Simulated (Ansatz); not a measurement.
PbF2 built on the fluorite prototype, relaxed with r2SCAN, was run in Ansatz under altered settings. All numbers are computed, without spin polarisation but where a row says otherwise.

```xyz
3
Lattice="0.0000 2.9604 2.9604 2.9604 0.0000 2.9604 2.9604 2.9604 0.0000" Properties=species:S:1:pos:R:3 pbc="T T T"
Pb    0.0000    0.0000    0.0000
F     1.4802    1.4802    1.4802
F     4.4407    4.4407    4.4407
```

The base run's other keys:
```yaml
kpoints:
  mp_grid: { grid: [6, 6, 6] }
hamiltonian:
  xc: pbe
scf:
  occupations: { method: fixed }
  n_extra_bands: 4
```

It takes 6 iterations with 965 plane waves at 420 eV and 16 k points, and leaves a mean stress of +2.94 GPa. The gap over this mesh is 4.442 eV. It ran on 4 threads of Arm Neoverse V2 (shared host).

Outcomes, with energy and stress as changes against the base:
```tsv
setting	outcome	ΔF (meV/atom)	Δ mean stress (GPa)	gap on the mesh (eV)	iterations	wall time
basis.ecutwfc: 750	converged	-4.0	+0.01	4.441	6	0.63 s
scf.n_extra_bands: 1	converged	0.0	0.00	4.442	6	0.39 s
kpoints.mp_grid.grid: [2, 2, 2]	converged	+26	+0.49	4.447	6	0.29 s
scf.occupations: gaussian 0.05	converged	0.0	0.00	4.442	6	0.39 s
basis.ecutwfc: 350	converged, warned	+73	-0.08	4.440	6	0.36 s
scf.occupations: methfessel_paxton 0.2	converged	0.0	0.00	4.442	6	0.41 s
basis.ecutrho_ratio: 12	converged	0.0	0.00	4.442	6	0.5 s
scf.occupations: fermi_dirac 0.2	converged	0.0	0.00	4.442	6	0.4 s
scf.occupations: fermi_dirac 0.05	converged	0.0	0.00	4.442	6	0.4 s
scf.occupations: cold 0.5	converged	0.0	0.00	4.442	6	0.4 s
basis.ecutwfc: 600	converged	-3.7	+0.01	4.441	6	0.56 s
basis.xc_grid: 3	converged	0.0	0.00	4.442	6	0.4 s
scf.occupations: tetrahedron	converged, warned	0.0	–	4.442	6	0.4 s
kpoints.mp_grid.grid: [1, 1, 8]	converged, warned	+15.5	-0.02	4.888	7	0.34 s
```
A dash marks a value that wasn't obtained or can't be compared. Stress is positive in compression. Its mean hides that meshes of lower symmetry stress the axes unequally. The base took 0.4 s.

- basis.ecutwfc: 750. 2421 plane waves in place of 965. The free energy moves by -4.0 meV an atom, the mean stress by +0.01 GPa and the gap on the mesh by -0.001 eV (to 4.441). The base cutoff was converged to that degree.
- kpoints.mp_grid.grid: [2, 2, 2]. The free energy moves by +26 meV an atom, the mean stress by +0.49 GPa and the gap on the mesh by +0.005 eV (to 4.447). The mesh is too coarse.
- basis.ecutwfc: 350. 749 plane waves in place of 965. The free energy moves by +73 meV an atom, the mean stress by -0.08 GPa and the gap on the mesh by -0.002 eV (to 4.440). The basis is too small: these are errors of the cutoff. Warned: cutoff below recommended.
- scf.occupations: tetrahedron. Energy, stress and gap stay within 1 meV an atom, 0.1 GPa and 0.005 eV of the base. Warned: band table not solved further, tetrahedron derivatives may miss energy slope.
- kpoints.mp_grid.grid: [1, 1, 8]. The free energy moves by +15.5 meV an atom, the mean stress by -0.02 GPa (single components by up to 3.3) and the gap on the mesh by +0.446 eV (to 4.888). The mesh breaks the crystal's symmetry, so the stress, and any force that symmetry no longer fixes, lose it too. The gap changes mostly because other points are sampled; a mesh that misses a band edge overestimates it. The mesh is too coarse. Warned: symmetry narrowed by mesh.

Within 1 meV an atom, 0.1 GPa and 0.005 eV of the base stay: scf.n_extra_bands: 1; scf.occupations: gaussian 0.05; scf.occupations: methfessel_paxton 0.2; basis.ecutrho_ratio: 12; scf.occupations: fermi_dirac 0.2; scf.occupations: fermi_dirac 0.05; scf.occupations: cold 0.5; basis.xc_grid: 3; scf.occupations: tetrahedron.

Spin-orbit coupling is left out; in compounds of Pb, Bi, Tl or Hg it can lower a gap by up to about 1 eV, split its edges or invert the bands.
